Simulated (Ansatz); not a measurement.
A metal film that reacts with Si consumes substrate; on a shallow junction the depth consumed per thickness of contact matters as much as the driving force.

The yardstick is NiSi. 5 nm of metal is deposited and fully reacted. All products have no gap at this level.

Where the numbers come from (Ansatz, a plane-wave PAW program, with an older set of its potentials): volume per atom: r²SCAN, relaxed cell; metal volume, Si volume: r²SCAN, the element in its room-temperature structure; ΔH_f: r²SCAN, 0 K, against the elements in the same set-up, no fitted corrections.

No claim is made that these are known or stable phases: Hf2Si (I4/mcm, tI12). Run without spin polarisation: NiSi, Ni3Si. Spin–orbit coupling is left out unless named. No other phase of the formula is at hand at the same level beside Hf2Si (I4/mcm, tI12). ΔH_f counts from the lowest computed solid of each element: Hf (P6_3/mmc), Ni (Fm-3m, ferromagnetic), Si (Fd-3m), W (Im-3m).

| crystal | Si atoms per metal atom | V (Å³/atom) | V of the metal (Å³/atom) | V of Si (Å³/atom) | ΔH_f (eV/atom) |
|---|---|---|---|---|---|
| WSi2 (I4/mmm) | 2.000 | 13.42 | 15.91 | 20.17 | −0.311 |
| NiSi (Pnma), reference | 1.000 | 11.91 | 10.54 | 20.17 | −0.473 |
| Hf2Si (I4/mcm, tI12) | 0.500 | 18.53 | 22.35 | 20.17 | −0.789 |
| Ni3Si (Cu3Au type) | 0.333 | 10.41 | 10.54 | 20.17 | −0.434 |

The figures follow from the printed values by these rules: Si consumed = metal thickness × y × V(Si)/V(metal); product = metal thickness × (1 + y) × V/V(metal); ratio = consumed/product; volume change = product/(metal + consumed) − 1.

**Question.** Work out Si consumed, product thickness, Si consumed per nm of product and volume change for Ni3Si.

**Answer.** 
- Si consumed: 5 × 0.333 × 20.17/10.54 = 3.19 nm
- product thickness: 5 × (1 + 0.333) × 10.41/10.54 = 6.58 nm
- Si consumed per nm of product: 3.19/6.58 = 0.48
- volume change: 100 × (6.58/(5 + 3.19) − 1) = −20 %

**Question.** Put the candidates in order of Si consumed per nm of product, lowest first.

**Answer.** The same steps for every row:

| crystal | Si consumed (nm) | product thickness (nm) | consumed per nm of product | volume change (%) |
|---|---|---|---|---|
| WSi2 (I4/mmm) | 12.68 | 12.65 | 1.00 | −28 |
| NiSi (Pnma), reference | 9.57 | 11.30 | 0.85 | −22 |
| Hf2Si (I4/mcm, tI12) | 2.26 | 6.22 | 0.36 | −14 |
| Ni3Si (Cu3Au type) | 3.19 | 6.58 | 0.48 | −20 |

By Si consumed per nm of product (lowest first): Hf2Si (I4/mcm, tI12) (0.36 ± 0.011), Ni3Si (0.48 ± 0.015), NiSi (0.85 ± 0.027), WSi2 (1.00 ± 0.032). The ± follows from allowances picked for this note (volume per atom 1 %, metal volume 1 %, 3 % for the model), carried to first order and added in quadrature; ≈ joins neighbours closer than their two ± added in quadrature. On this figure 2 of 3 candidates do clearly better than the reference.

Which phase forms first is kinetic; barrier heights, resistivities and agglomeration are not treated. Phases over 50 meV/atom above the lowest one at hand were not drawn (by r²SCAN where it compared them, else by the largest value; a layered or molecular lowest phase counts only with a dispersion term); other phases could lie lower still. The rows are a sample and no shortlist: familiar crystals first, some related and some not, whatever their agreement with measurement; tables with many equal figures were not kept. Limits of the draw: ΔH_f under −0.03 eV/atom; for ΔH_f, runs without a dispersion term, no Mn, and elements whose lowest cell is their usual one. As a rule kept out of such tables: 4f compounds, open-shell compounds run without a Hubbard term, cells found unstable in the tests at hand, cells close to a higher symmetry, and runs set to a pressure or over 12 % in volume from the crystal's fullest run.
